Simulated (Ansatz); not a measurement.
Al₂O₃ (Pnnm), two-dimensional strain map

The calculation used Ansatz 0.2.0, DFT LDA, scalar-relativistic, plane waves, PAW. The runs took a 420 eV cutoff, a Γ-centred 6×4×8 mesh and Gaussian smearing (0.05 eV). No spin polarisation. Energies are free energies at this smearing, counted from the undisturbed cell; pressure is positive in compression.

The undisturbed cell (relaxed at this level; this form isn't the usual structure):

```
Al O
1.0
     4.59259    0.00000    0.00000
     0.00000    9.57312    0.00000
     0.00000    0.00000    2.97459
Al O
4 6
Direct
  0.41388 0.33100 0.50000
  0.58612 0.66900 0.50000
  0.91388 0.16900 0.00000
  0.08612 0.83100 0.00000
  0.73156 0.22269 0.50000
  0.00000 0.00000 0.00000
  0.76844 0.72269 0.00000
  0.23156 0.27731 0.00000
  0.26844 0.77731 0.50000
  0.50000 0.50000 0.50000
```

The cell is strained by p along both x and y and by q along z, fractional coordinates fixed. Points are written (p, q).

p was sampled at -0.080, -0.040, 0.000, 0.040, 0.080 and q at -0.080, -0.040, 0.000, 0.040, 0.080.

Task: Where on the computed points is the energy highest, and how high?

Result: At (-0.080, -0.080): 474.1 meV/atom.

Task: Away from (0, 0), which computed point is lowest?

Result: (0.000, 0.040): 20.4 meV/atom.

The map, in meV/atom:

| p \ q | -0.080 | -0.040 | 0.000 | 0.040 | 0.080 |
| --- | --- | --- | --- | --- | --- |
| -0.080 | 474.1 | 341.3 | 275.7 | 261.1 | 284.7 |
| -0.040 | 210.8 | 104.6 | 61.4 | 65.9 | 106.1 |
| 0.000 | 107.9 | 24.4 | 0.0 | 20.4 | 74.1 |
| 0.040 | 123.0 | 58.6 | 49.9 | 83.3 | 148.0 |
| 0.080 | 224.2 | 175.9 | 180.1 | 224.0 | 297.4 |